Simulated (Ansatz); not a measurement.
Consider the following.

RbH:
```cif
data_H4Rb4
_chemical_formula_sum 'Rb4 H4'
_space_group_name_H-M_alt 'Fm-3m'
_space_group_IT_number 225
_space_group_name_Hall '-F 4 2 3'
_cell_length_a 5.78638
_cell_length_b 5.78638
_cell_length_c 5.78638
_cell_angle_alpha 90.000
_cell_angle_beta 90.000
_cell_angle_gamma 90.000
loop_
_atom_site_label
_atom_site_type_symbol
_atom_site_symmetry_multiplicity
_atom_site_Wyckoff_symbol
_atom_site_fract_x
_atom_site_fract_y
_atom_site_fract_z
_atom_site_occupancy
Rb1 Rb 4 b 0.50000 0.50000 0.50000 1
H1 H 4 a 0.00000 0.00000 0.00000 1
```
(The calculation used a cell of 2 atoms; values per cell refer to that cell.)

This is the LDA-relaxed structure.

All from LDA in the plane-wave PAW code Ansatz, unless another level is named. Predict the electronic dielectric constant ε∞ (DFPT).

3.14.

Give the static dielectric constant ε0 (ions relaxed, cell fixed).

7.80.

And the Born charges (a third of the trace)?

Rb +1.03, H -1.03 e.

The workflow started from a Materials Project entry (that database holds measured and hypothetical structures alike); the Crystallography Open Database files this formula in space group No. 225, but the cells were not matched. Whether it is the stable phase at ambient conditions was not checked. Symmetry was held in the LDA relaxation; phonons on a q-mesh show no instability. Spin–orbit coupling is left out wherever it is not named.

Potentials: the later of the program's two PAW sets.
